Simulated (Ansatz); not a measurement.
# Ansatz 0.2.0, relaxation: LaCd$_{3}$Co$_{2}$

Launch command:

```bash
ansatz run input.yaml --threads 1 --pin off --max-ram 2560MiB --backend cpu --events-out ev --progress --plain --runs-dir out
```

Input:

```yaml
crystal:
  lattice:
    - [2.79076, 4.833737, 0.0]
    - [-2.79076, 4.833737, 0.0]
    - [0.0, 0.0, 4.534421]
  atoms:
    - { symbol: Co, position: [0.3333, 0.3334, 0.0] }
    - { symbol: Co, position: [0.6666, 0.6667, 0.0] }
    - { symbol: La, position: [0.0, 0.0, 0.0] }
    - { symbol: Cd, position: [0.5, 0.5, 0.5] }
    - { symbol: Cd, position: [0.5, 0.0, 0.5] }
    - { symbol: Cd, position: [0.0, 0.5, 0.5] }
  symmetry: { tolerance: 0.0003 }
kpoints:
  mp_grid: { grid: [4, 4, 4], shift: [0.5, 0.5, 0.5] }
magnetization:
  spin_polarized: false
scf:
  occupations: { method: fermi_dirac }
hamiltonian:
  pseudopotentials: { kind: paw }
  xc: r2scan
basis:
  ecutwfc: 500
output:
  forces: true
  stress: true
  eigenvalues: true
relax:
  max_steps: 40
  cell: {}
```

Origin of the cell: a known structure type with other elements, at an estimated volume, so it need not be a known compound.

The smearing width isn't typed, so it takes its default of 0.1 eV.

Output (shortened):

```
Warning: the atoms were moved onto the symmetric positions of the space group found under crystal.symmetry.tolerance 3.0e-4 (fractional; no operation is sought that the atoms, as they stand i […]
Warning: crystal.symmetry: narrowed to the stabiliser of the k-point mesh — unitary ops 24 → 8; excluded 16 operations that carry a point of the 4×4×4 mesh (shift [0.5, 0.5, 0.5]) off the mes […]
Pseudopotentials: kind: paw
Pseudopotential: Co, paw, valence charge 17, recommended cutoff 500 eV (meta_gga), Co.paw.azcp
Pseudopotential: La, paw, valence charge 11, recommended cutoff 500 eV (meta_gga), La.paw.azcp
Pseudopotential: Cd, paw, valence charge 20, recommended cutoff 500 eV (meta_gga), Cd.paw.azcp
Functional definition: r2SCAN
  exchange = r2scan_x(k0 = k0, k1 = k1, a1 = a1)
  correlation = r2scan_c
Crystal: 6 atoms, lattice volume = 122.337 Å³
Basis set: ecut = 500 eV, 3143 PW (Γ), exchange–correlation on 180×180×144 points (64 copies of the dense FFT grid, shifted against one another)
[… 12 lines left out …]
Initial density: superposition of atomic densities (neutral atoms: chi_scale 0, normalization atom), corrected by the library's trained network
Functional: x = r2scan, c = r2scan; τ floored in thin density (d = 2e-4 eV/Å³)
SCF iter   1: F=—  HF=-41330.938272 eV  Δρ=3.62e-2  dr2=1.67e0  dr2_τ=9.32e-2
SCF iter   2: F=—  HF=-41331.494229 eV  Δρ=1.03e-1  dr2=1.08e1  dr2_τ=9.12e-2  defer=6  recentre
SCF iter   3: F=—  HF=-41331.016035 eV  Δρ=1.68e-2  dr2=4.21e-1  dr2_τ=2.75e-3
SCF iter   4: F=—  HF=-41330.991756 eV  Δρ=8.62e-3  dr2=7.31e-2  dr2_τ=5.45e-4
SCF iter   5: F=—  HF=-41330.986202 eV  Δρ=1.10e-3  dr2=4.75e-3  dr2_τ=5.62e-4
SCF iter   6: F=—  HF=-41330.986517 eV  Δρ=1.60e-3  dr2=4.01e-3  dr2_τ=3.86e-5
SCF iter   7: F=—  HF=-41330.986631 eV  Δρ=2.21e-3  dr2=5.37e-3  dr2_τ=5.06e-5
SCF iter   8: F=—  HF=-41330.986532 eV  Δρ=2.46e-4  dr2=7.81e-5  dr2_τ=1.78e-6
SCF iter   9: F=—  HF=-41330.986644 eV  Δρ=3.03e-4  dr2=9.88e-5  dr2_τ=1.33e-6
SCF iter  10: F=—  HF=-41330.986644 eV  Δρ=4.55e-5  dr2=1.98e-6  dr2_τ=3.66e-8
SCF iter  11: F=—  HF=-41330.986645 eV  Δρ=5.49e-5  dr2=2.95e-6  dr2_τ=4.94e-8
SCF iter  12: F=—  HF=-41330.986645 eV  Δρ=1.35e-5  dr2=1.99e-7  dr2_τ=1.47e-9
SCF iter  13: F=-41330.986645 eV  HF=-41330.986645 eV  Δρ=2.00e-6  dr2=4.13e-9  dr2_τ=6.67e-10
relax step   1: F+E_penalty+E_count = -41330.986645 eV  Δ(F+E_penalty+E_count) = +0.000e0 eV  max|allowed force component| = 1.576e-2 eV/Å  Δτ_max = 0.0000 Å  P = -3.493 GPa  Ω = 122.337 Å³ […]
relax step   2: F+E_penalty+E_count = -41331.102300 eV  Δ(F+E_penalty+E_count) = -1.157e-1 eV  max|allowed force component| = 6.795e-4 eV/Å  Δτ_max = 0.0044 Å  P = +2.020 GPa  Ω = 114.949 Å³ […]
relax step   3: F+E_penalty+E_count = -41331.123496 eV  Δ(F+E_penalty+E_count) = -2.120e-2 eV  max|allowed force component| = 1.560e-3 eV/Å  Δτ_max = 0.0002 Å  P = +0.170 GPa  Ω = 117.220 Å³ […]
relax step   4: F+E_penalty+E_count = -41331.125500 eV  Δ(F+E_penalty+E_count) = -2.004e-3 eV  max|allowed force component| = 1.064e-3 eV/Å  Δτ_max = 0.0001 Å  P = +0.025 GPa  Ω = 117.470 Å³ […]
relax step   5: F+E_penalty+E_count = -41331.125532 eV  Δ(F+E_penalty+E_count) = -3.234e-5 eV  max|allowed force component| = 1.845e-3 eV/Å  Δτ_max = 0.0003 Å  P = -0.001 GPa  Ω = 117.513 Å³ […]
relax step   6: F+E_penalty+E_count = -41331.123435 eV  Δ(F+E_penalty+E_count) = +2.097e-3 eV  max|allowed force component| = 1.824e-3 eV/Å  Δτ_max = 0.0000 Å  P = -0.020 GPa  Ω = 117.513 Å³  stress off target by 5.41e-2 GPa […]
relax step   7: F+E_penalty+E_count = -41331.123463 eV  Δ(F+E_penalty+E_count) = -2.766e-5 eV  max|allowed force component| = 9.234e-4 eV/Å  Δτ_max = 0.0016 Å  P = +0.002 GPa  Ω = 117.491 Å³ […]
relax step   8: F+E_penalty+E_count = -41331.123478 eV  Δ(F+E_penalty+E_count) = -1.514e-5 eV  max|allowed force component| = 9.051e-4 eV/Å  Δτ_max = 0.0000 Å  P = +0.002 GPa  Ω = 117.491 Å³  stress off target by 5.65e-3 GPa […]
SCF 8 converged in 7 iterations: F = -41331.123478 eV  dr2 = 5.22e-11
basis re-selected at this cell: Δ(F+E_penalty+E_count) = -1.514e-5 eV, ΔP = -0.000 GPa vs the last step (what re-selecting the basis moved, of the pressure what is left beyond the Pulay corre […]
SCF converged after 7 iterations
Free energy (F): -41331.123478 eV
Harris-Foulkes:  -41331.123478 eV  (|F-HF|=2.91e-11)
Internal energy: -41330.877758 eV  (E = F + TS)
E sigma→0 (E₀):  -41331.000618 eV
Entropy (-TS):   -0.245720 eV (-40.953 meV/atom)
Fermi energy:    14.766412 eV
--- Per-component energies (eV) ---
  E_band       = -1861.056285
  E_kinetic    = 2618.702350
  E_local      = -17840.396796  (includes V_loc(G=0)·N_el)
  E_nonlocal   = 1118.721700
  E_hartree    = 8139.000931
  E_xc         = -953.205980
  E_vxc        = -1360.651915  (∫ρ·V_xc dr)
  E_paw        = -20804.940804  (= ΣΔE_a)
  E_vpaw       = -2766.092220  (= ΣTr[D̂ρ^β])
  E_aug_tail   = 0.000087  (compensation charges beyond the density's cutoff)
  E_vtau       = 90.659277  (kinetic-family band-sum trace: ∫τ·v_τ [+ j·A + Jᵃ·Aᵃ] dr)
  E_ewald      = -13606.543034
  E_core_change = -2.216212  (= ΣΔE_core)
  E_smearing   = -0.245720  (= −TS)
  Σ components = -41331.123478   (vs F -41331.123478, Δ=0.00e0)
--- Forces (eV/Å), atoms counted from 1 ---
  atom   1  Co     0.000000     0.000905     0.000000
  atom   2  Co     0.000000    -0.000905     0.000000
  atom   3  La     0.000000     0.000000     0.000000
  atom   4  Cd     0.000000     0.000000     0.000000
  atom   5  Cd     0.000000     0.000000     0.000000
  atom   6  Cd    -0.000000     0.000000     0.000000
  max |Σ_I F_I| component: 0.0 eV/Å
--- Stress (GPa, compression-positive) ---
       -0.002170       0.000000       0.000000
        0.000000       0.005645       0.000000
        0.000000       0.000000       0.002986
  P = ⅓ Tr σ = 0.0022 GPa (0.022 kbar)
--- Relaxed structure (6 steps of the walk, 6 accepted, 2 SCFs on fresh bases) ---
  F+E_penalty+E_count = -41331.123478 eV   max|allowed force component| = 9.051e-4 eV/Å   (the final SCF, on the basis selected at the relaxed cell)
  cell:  # Å, volume = 117.4913 Å³
    - [2.812147, 4.893716, 0.0]
    - [-2.812147, 4.893716, 0.0]
    - [0.0, 0.0, 4.268733]
  atoms:
    - { symbol: Co, position: [0.333937, 0.333937, 0.0] }
    - { symbol: Co, position: [0.666063, 0.666063, 0.0] }
    - { symbol: La, position: [2.312e-17, 6.510e-18, 0.0] }
    - { symbol: Cd, position: [0.5, 0.5, 0.500000] }
    - { symbol: Cd, position: [0.5, 0.0, 0.500000] }
    - { symbol: Cd, position: [0.0, 0.5, 0.500000] }
```

Caveats: no spin polarisation, so a magnetic state may lie lower; no spin-orbit coupling, though heavy elements are present; the k mesh is coarse if the cell is a metal; the k mesh keeps only part of the crystal's symmetry; the relaxation held the start's symmetry, so the end may be a saddle point.

The run took 92 s on 1 thread of Intel(R) Xeon(R) 6975P-C (Granite Rapids), with other jobs on the host, peak memory 0.85 GiB, from the program's own first density.
